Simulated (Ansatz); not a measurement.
BaCuSF:
Space group P4/nmm, origin choice 1 (No. 129); a = b = 4.0929 Å, c = 9.0682 Å, α = β = γ = 90.00°

| atom | site | symmetry | x | y | z |
|---|---|---|---|---|---|
| Ba | 2c | 4mm | 0.5000 | 0.0000 | 0.1791 |
| Cu | 2b | -4m2 | 0.5000 | 0.5000 | 0.5000 |
| S | 2c | 4mm | 0.0000 | 0.5000 | 0.3567 |
| F | 2a | -4m2 | 0.0000 | 0.0000 | 0.0000 |

Relaxed with r²SCAN.

Tabulate the valence density and the electron localisation function along the shortest Cu–S contact (2.42 Å), r²SCAN (plane waves, PAW; program Ansatz).



```csv
distance from Cu (Å),density (e/Å³),ELF
0.24,39.99,0.80
0.36,20.70,0.60
0.48,9.17,0.38
0.61,3.83,0.24
0.73,1.64,0.17
0.85,0.75,0.14
0.97,0.45,0.12
1.09,0.39,0.19
1.21,0.41,0.41
1.33,0.50,0.66
1.45,0.64,0.79
1.58,0.83,0.84
1.70,1.02,0.83
1.82,1.12,0.76
1.94,1.06,0.58
2.06,0.80,0.28
2.18,0.42,0.05
```

The density is the valence pseudo-density with augmentation charge, so density and ELF within about 1 Å of a nucleus are not all-electron values.

The workflow started from a Materials Project entry (that database holds measured and hypothetical structures alike); the Crystallography Open Database copy checked does not list it. Whether it is the stable phase at ambient conditions was not checked. The cell was relaxed with r²SCAN under the symmetry of its start; whether a distortion lowers the energy is not shown. The run is not spin-polarised. No Hubbard U is applied. Spin–orbit coupling is left out wherever it is not named.

Potentials: the later of the program's two PAW sets.
